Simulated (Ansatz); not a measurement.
**CrGe8Mo3: rattling a relaxed structure**

The structure comes from a generated guess, relaxed at this level; another structure or a mixture of phases may lie lower.

All numbers below come from DFT PBE, scalar-relativistic, plane waves, PAW (Ansatz). Settings: cutoff 420 eV, Γ-centred mesh 8×8×6 on the computed 12-atom cell, Gaussian smearing of 0.10 eV; no spin polarisation.

The cell below (12 atoms, space group P4/mmm (No. 123)) is relaxed within its symmetry.

```
Cr Ge Mo
1.0
     4.68888    0.00000    0.00000
     0.00000    4.68888    0.00000
     0.00000    0.00000    8.23425
Cr Ge Mo
1 8 3
Direct
  0.00000 0.00000 0.00000
  0.00000 0.00000 0.66474
  0.00000 0.50000 0.15923
  0.50000 0.00000 0.15923
  0.50000 0.50000 0.66263
  0.00000 0.00000 0.33526
  0.00000 0.50000 0.84077
  0.50000 0.00000 0.84077
  0.50000 0.50000 0.33737
  0.00000 0.50000 0.50000
  0.50000 0.00000 0.50000
  0.50000 0.50000 0.00000
```

For the test it was strained at random (σ = 1.5 % a component), the atoms were moved at random (σ = 0.05 Å), and all was relaxed again on a coarse 6×6×4 mesh (in the run’s order of axes) with 0.20 eV smearing, with no symmetry imposed.

Trial moments died out on the coarse mesh, so the last step has no spin; another magnetic start might hold.

Task: Is the structure stable against such a distortion?

Result: It returns, within 1 meV/atom of the unmoved cell on that mesh and with the same symmetry when read at 0.1 Å. So it is stable against the distortions that fit this cell and that this random move excites. Modes that don't fit the cell aren't tested.
